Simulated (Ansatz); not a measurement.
SrTe:
```yaml
crystal:
  lattice:
    - [0.00000, 3.35301, 3.35301]
    - [3.35301, 0.00000, 3.35301]
    - [3.35301, 3.35301, 0.00000]
  atoms:
    - { symbol: Sr, position: [0.00000, 0.00000, 0.00000] }
    - { symbol: Te, position: [0.50000, 0.50000, 0.50000] }
```

Relaxed with r²SCAN. The program Ansatz at the r²SCAN level (PAW) gives a gap of 2.17 eV.

What gap does HSE06 give on the same cell (Ansatz, PAW)?

2.49 eV, 0.32 eV more. The hybrid was solved on a coarser mesh and at special points; its gap is the smallest among all of these.

| k | v1 r²SCAN | c1 r²SCAN | v1 HSE06 | c1 HSE06 |
|---|---|---|---|---|
| Γ | 0.00 | 3.52 | (withheld) | (withheld) |
| X | -0.74 | 2.17 | -0.80 | 2.49 |
| L | -1.05 | 4.37 | (withheld) | (withheld) |
| W | -1.46 | 4.42 | (withheld) | (withheld) |
| K | -0.93 | 3.28 | (withheld) | (withheld) |

Top valence (v1) and lowest conduction level (c1) in eV from each method's valence maximum (which need not be a listed point): supply the withheld HSE06 values.


- L, v1 HSE06: -1.12
- L, c1 HSE06: 4.59
- Γ, v1 HSE06: 0.00
- Γ, c1 HSE06: 3.60
- K, v1 HSE06: -1.00
- K, c1 HSE06: 3.63
- W, v1 HSE06: -1.57
- W, c1 HSE06: 4.83

Cost on shared cores: the r²SCAN run (SCF on a 7×7×7 mesh, then bands and DOS) about 15 core-seconds (a rough figure), the HSE06 run (SCF on 5×5×5, then a few points) very roughly 70 core-seconds; the tasks are unlike.

Space group Fm-3m (rock salt). Symmetry was held in the r²SCAN relaxation. Scalar-relativistic: spin–orbit coupling is off unless named, which matters more the heavier the elements.

Potentials: the later of the program's two PAW sets.
